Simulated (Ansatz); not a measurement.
Mn$_{3}$Sn, first-principles data

Mn3Sn:
```yaml
crystal:
  lattice:
    - [5.38767, 0.00000, 0.00000]
    - [-2.69384, 4.66586, 0.00000]
    - [0.00000, 0.00000, 8.50864]
  atoms:
    - { symbol: Mn, position: [0.84919, 0.69838, 0.86952] }
    - { symbol: Mn, position: [0.15081, 0.84919, 0.13048] }
    - { symbol: Mn, position: [0.30162, 0.15081, 0.86952] }
    - { symbol: Mn, position: [0.15081, 0.30162, 0.13048] }
    - { symbol: Mn, position: [0.84919, 0.15081, 0.86952] }
    - { symbol: Mn, position: [0.69838, 0.84919, 0.13048] }
    - { symbol: Sn, position: [0.33333, 0.66667, 0.88127] }
    - { symbol: Sn, position: [0.66667, 0.33333, 0.11873] }
    - { symbol: Mn, position: [0.84919, 0.69838, 0.36952] }
    - { symbol: Mn, position: [0.15081, 0.84919, 0.63048] }
    - { symbol: Mn, position: [0.30162, 0.15081, 0.36952] }
    - { symbol: Mn, position: [0.15081, 0.30162, 0.63048] }
    - { symbol: Mn, position: [0.84919, 0.15081, 0.36952] }
    - { symbol: Mn, position: [0.69838, 0.84919, 0.63048] }
    - { symbol: Sn, position: [0.33333, 0.66667, 0.38127] }
    - { symbol: Sn, position: [0.66667, 0.33333, 0.61873] }
```
The run is spin-polarised; directions of the spins, atom by atom: ↑ ↑ ↑ ↑ ↑ ↑ 0 0 ↓ ↓ ↓ ↓ ↓ ↓ 0 0.

Space group P-3m1 (No. 164); conventional cell a = 5.3877 Å, b = 5.3877 Å, c = 4.2543 Å, α = 90.00°, β = 90.00°, γ = 120.00°.

Method: PBEsol in the plane-wave PAW code Ansatz. Geometry: relaxed at this level of theory. Other levels are named where they apply.

### Cell and energy

```json
{
 "volume_per_atom": "13.37 Å³",
 "density": "8.80 g/cm³",
 "Formation energy from the elements (no fitted shifts)": "0.17 eV/atom"
}
```

### Electronic structure

```json
{
  "electronic_character": "metallic (no gap)",
  "Density of states at the Fermi level": "0.74 states/eV per atom (mean over ±0.08 eV)"
}
```

### Magnetism

```json
{
 "magnetic_order": "antiferromagnetic",
 "net_moment": "0.00 μB per atom"
}
```

### Mechanics

```json
{
 "Bulk modulus (Birch–Murnaghan fit)": "159 GPa",
 "Pressure derivative B′": "5.4"
}
```

The workflow started from an entry of the Crystallography Open Database (COD); the relaxed space group is not among those it files for this formula. COD files the formula under space group No. 194. Its standing as an ambient phase is unchecked. The cell was relaxed with PBEsol under the symmetry of its start, as lowered by the spin order; its stability against distortions is not shown here. Spin order of the final state: antiferromagnetic, chosen from 5 collinear starts compared on coarse meshes (ties went to the first, and starts can fall back to one state), not a proven ground state. The volume moved by -15 % from the start of the relaxation. Its formation energy is positive at this level, so the cell may be metastable or incomplete. The volume fell by over 15 % from the filed cell, which may lack light atoms or belong to other conditions. Point labels and valley counts follow the cell and symmetry of the run, lower than the named group. Axis ratios of metals converge slowly with the k-mesh, so a and c are less sure than the volume. The references are the lowest solids computed at this level, not always the standard phases. Spin–orbit coupling is left out wherever it is not named.

Potentials: the earlier of the program's two PAW sets. The files were generated under PBE; for other functionals the program regenerates the frozen cores, and for LDA and PBEsol the local potential too.
